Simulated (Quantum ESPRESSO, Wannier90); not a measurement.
HfSiO4 (I4₁/amd), plane waves to Wannier functions

Structure: Materials Project mp-4609, symmetrised, not relaxed again. COD (Crystallography Open Database) has an entry of this formula and space group (matched by these alone). Level: PBEsol, no spin polarisation, no spin-orbit coupling; pw.x of Quantum ESPRESSO at 68 Ry with PseudoDojo potentials, 4×4×4 k-points, Wannier90. Density: 8×8×8 mesh, cold smearing 0.01 Ry. Spin-orbit coupling is left out although heavy elements are present.

On the energy scale of pw.x, whose zero is arbitrary, the valence-band maximum lies at 8.19 eV.

Isolated groups of bands, relative to the valence-band maximum (bands from 41 on overlap up to the last one computed):

| bands | from (eV) | to (eV) | filling | weight on atomic waves |
|---|---|---|---|---|
| 1–2 | -60.33 | -60.32 | filled | Hf 5s 97 % |
| 3–8 | -29.16 | -28.94 | filled | Hf 5p 96 % |
| 9–16 | -19.12 | -16.47 | filled | O 2s 75 %, Si 3p 9 %, Hf 5d 5 % |
| 17–40 | -7.78 | 0.00 | filled | O 2p 83 %, Hf 5d 7 % |

Input w.win:

```
num_bands = 67
num_wann = 42
exclude_bands = 1-16
num_iter = 1000
conv_tol = 1.0e-6
conv_window = 4
dis_num_iter = 1000
dis_conv_tol = 1.0e-6
dis_froz_max = 6.91
write_hr = true
write_u_matrices = true
begin projections
f=0.00403,0.01056,0.00711: d
f=-0.25613,0.25381,0.50267: d
f=0.24710,-0.25767,0.49034: s;p
f=0.49898,0.50866,0.00026: s;p
f=0.13063,0.31703,-0.19539: p
f=0.06158,-0.24695,-0.32361: p
f=-0.50030,0.31223,0.17460: p
f=0.05935,0.37764,0.30575: p
f=-0.37439,-0.06623,-0.31532: p
f=-0.31284,-0.13170,0.19511: p
f=0.23694,-0.07640,0.31551: p
f=-0.32858,0.49421,-0.19200: p
end projections
begin unit_cell_cart
ang
   -3.2767000000    3.2767000000    2.9822450000
    3.2767000000   -3.2767000000    2.9822450000
    3.2767000000    3.2767000000   -2.9822450000
end unit_cell_cart
begin atoms_frac
Hf   0.0000000000  0.0000000000  0.0000000000
Hf  -0.2500000000  0.2500000000  0.5000000000
Si   0.2500000000 -0.2500000000  0.5000000000
Si   0.5000000000  0.5000000000  0.0000000000
O    0.1340900000  0.3192000000 -0.1851100000
O    0.0692000000 -0.2456900000 -0.3148900000
O   -0.4956900000  0.3192000000  0.1851100000
O    0.0692000000  0.3840900000  0.3148900000
O   -0.3840900000 -0.0692000000 -0.3148900000
O   -0.3192000000 -0.1340900000  0.1851100000
O    0.2456900000 -0.0692000000  0.3148900000
O   -0.3192000000  0.4956900000 -0.1851100000
end atoms_frac
mp_grid = 4 4 4
begin kpoints
0.0000000000 0.0000000000 0.0000000000
0.0000000000 0.0000000000 0.2500000000
0.0000000000 0.0000000000 0.5000000000
... (61 more lines: the 4x4x4 mesh through Gamma)
end kpoints
```

The run ends without an error message, but its bands miss those of pw.x by 141 meV rms and 1.19 eV at worst (states up to 6.4 eV relative to the valence-band maximum).

Problem. What is the mistake?

Solution. Window typed relative to the reference level, not as an absolute energy. With that mended (42 functions from bands 17-83 of the 83 computed, start hydrogen-like Hf: d; Si: s;p; O: p, centres 0.05 Å off the atoms, frozen window up to 6.91 eV relative to the valence-band maximum, outer window open) the misfit is 15 meV rms.
